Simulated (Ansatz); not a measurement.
Ansatz input

```yaml
crystal:
  lattice:
    - [0.0, 3.5544524149, 3.5544524149]
    - [3.5544524149, 0.0, 3.5544524149]
    - [3.5544524149, 3.5544524149, 0.0]
  atoms:
    - { symbol: Bi, position: [0.125, 0.125, 0.125] }
    - { symbol: Bi, position: [0.875, 0.875, 0.875] }
hamiltonian:
  xc: lda
  pseudopotentials:
    kind: paw
    azcp:
      Bi: "pseudopotentials/Bi.paw.azcp"
basis:
  ecutwfc: 420
  fft_grid_basis: typed
kpoints:
  mp_grid: { grid: [13, 13, 13], shift: [0, 0, 0] }
magnetization:
  spin_polarized: false
scf:
  occupations: { method: fermi_dirac, width: 0.1 }
output:
  write_density: true
  write_potential: true
  elf: true
  volumetric_format: npy
```

Output

```
Warning: the record states the generating functional pbe (its physics header spells it `PBE`), which answers neither for hamiltonian.xc's functional nor for the lda family's — results may be inconsistent (PPs are generated against a specific XC)
Engine: ansatz 0.2.0, aarch64-unknown-linux-gnu
Pseudopotentials: kind: paw
Pseudopotential: Bi, paw, valence charge 15, recommended cutoff 420 eV (normal) 
Functional definition: SPW92
  exchange = slater_x
  correlation = pw_c
Crystal: 2 atoms, lattice volume = 89.815 Å³
Basis set: ecut = 420 eV, 1807 PW (Γ)
Bands: 19, of which v1, the nominal top of the filled ones, is band 15 counted from 1 (14 counted from 0)
Symmetry: 48 space group operations
Space group: Fd-3m (ITA 227), of the structure as read, at distance tolerance 4.5e-5 Å
k-points: 84 of 2197
Non-local potential: Bi, projectors of the file, l = 0: 2, l = 1: 2, l = 2: 2, l = 3: 2
PAW form: soft (Blöchl's): semilocal exchange-correlation on the pseudo side does not see the compensation charge
PAW frozen core: Bi, regenerated for the run's functional, and the local potential with it (the file was generated under x = pbe(κ = 0.804, μ = 0.2195149727645171), c = pbe(β = 0.06672455060314922))
PAW one-centre angular grid: Bi, 590 points (default); XC on 64 Gauss nodes
Initial density: superposition of atomic densities (neutral atoms: chi_scale 0, normalization atom), corrected by the library's trained network
Initial wavefunctions: pseudopotential atomic-orbital guess
Functional: x = slater, c = lda
SCF iter   1: F=—  HF=-24171.157328 eV  |F-HF|=—  |Δ(HF+E_count)|=         —  Δρ=2.70e-3  dr2=3.58e-3  ethr=1.77e-3  ⟨swp⟩=6.0  Hψ=8163  notcnv=0
SCF iter   2: F=—  HF=-24171.157073 eV  |F-HF|=—  |Δ(HF+E_count)|=   2.56e-4  Δρ=1.43e-3  dr2=1.25e-3  ethr=1.19e-5  ⟨swp⟩=2.4  Hψ=3649  notcnv=0
SCF iter   3: F=—  HF=-24171.156799 eV  |F-HF|=—  |Δ(HF+E_count)|=   2.74e-4  Δρ=2.06e-4  dr2=1.15e-4  ethr=4.18e-6  ⟨swp⟩=2.7  Hψ=2923  notcnv=0
SCF iter   4: F=—  HF=-24171.156764 eV  |F-HF|=—  |Δ(HF+E_count)|=   3.51e-5  Δρ=5.90e-5  dr2=8.28e-6  ethr=3.85e-7  ⟨swp⟩=2.0  Hψ=2028  notcnv=0
SCF iter   5: F=—  HF=-24171.156734 eV  |F-HF|=—  |Δ(HF+E_count)|=   2.99e-5  Δρ=3.02e-5  dr2=1.70e-6  ethr=2.76e-8  ⟨swp⟩=2.1  Hψ=2675  notcnv=0
SCF iter   6: F=—  HF=-24171.156735 eV  |F-HF|=—  |Δ(HF+E_count)|=   5.63e-7  Δρ=1.04e-5  dr2=1.26e-7  ethr=5.68e-9  ⟨swp⟩=3.0  Hψ=2996  notcnv=0
SCF iter   7: F=-24171.156735 eV  HF=-24171.156735 eV  |F-HF|=5.03e-9  |Δ(HF+E_count)|=   1.18e-7  Δρ=1.84e-6  dr2=2.56e-9  ethr=3.33e-10  ⟨swp⟩=3.2  Hψ=4920  notcnv=0
SCF 1 converged in 7 iterations: F = -24171.156735 eV  dr2 = 2.56e-9
SCF converged after 7 iterations
Free energy (F): -24171.156735 eV
Harris-Foulkes:  -24171.156735 eV  (|F-HF|=5.03e-9)
Internal energy: -24171.125181 eV  (E = F + TS)
E sigma→0 (E₀):  -24171.140958 eV
Entropy (-TS):   -0.031553 eV (-15.777 meV/atom)
Fermi energy:    6.446374 eV
--- Per-component energies (eV) ---
  E_band       = -313.589419
  E_kinetic    = 606.970295
  E_local      = -3706.150399  (includes V_loc(G=0)·N_el)
  E_nonlocal   = 1126.145395
  E_hartree    = 1262.790336
  E_xc         = -300.600375
  E_vxc        = -288.739978  (∫ρ·V_xc dr)
  E_paw        = -20705.208480  (= ΣΔE_a)
  E_vpaw       = -577.393149  (= ΣTr[D̂ρ^β])
  E_aug_tail   = -0.001046  (compensation charges beyond the density's cutoff)
  E_ewald      = -2455.061137
  E_core_change = -0.009770  (= ΣΔE_core)
  E_smearing   = -0.031553  (= −TS)
  E_closure    = -0.000000  (closes the sum)
  Σ components = -24171.156735   (vs F -24171.156735, Δ=0.00e0)
--- Band table (eV; the first three rows and the last of 84) ---
  k-point 0: bands = ["-16.2823", "-16.2823", "-16.2823", "-16.2302", "-16.2302", "-16.0271", "-16.0271", "-16.0182", "-16.0182", "-16.0182", "-6.3387", "-1.2155", "5.1284", "5.1284", "5.1284", "7.3526", "7.3526", "7.3526", "9.6828"]
  k-point 1: bands = ["-16.2850", "-16.2850", "-16.2812", "-16.2265", "-16.2265", "-16.0349", "-16.0349", "-16.0197", "-16.0112", "-16.0112", "-6.3000", "-1.3169", "5.0519", "5.0547", "5.0547", "7.4073", "7.4534", "7.4534", "9.9618"]
  k-point 2: bands = ["-16.2910", "-16.2910", "-16.2780", "-16.2178", "-16.2178", "-16.0457", "-16.0457", "-16.0240", "-16.0024", "-16.0024", "-6.1863", "-1.5970", "4.8353", "4.8779", "4.8779", "7.6687", "7.6993", "7.6993", "10.6165"]
  k-point 83: bands = ["-16.3293", "-16.3261", "-16.1920", "-16.1662", "-16.1421", "-16.1219", "-16.1163", "-16.0953", "-15.9629", "-15.9596", "-4.5205", "-4.1114", "2.9928", "3.2228", "6.8858", "7.3405", "9.3052", "9.5704", "12.5328"]
```

Command:

```sh
ansatz run input.yaml --threads 2 --pin off --max-ram 5120MiB --backend cpu --events-out ev --progress --plain --runs-dir out
```

On 2 threads of Arm Neoverse V1 (shared host) this took about 4.5 s of wall time and 8.7 s of CPU time.
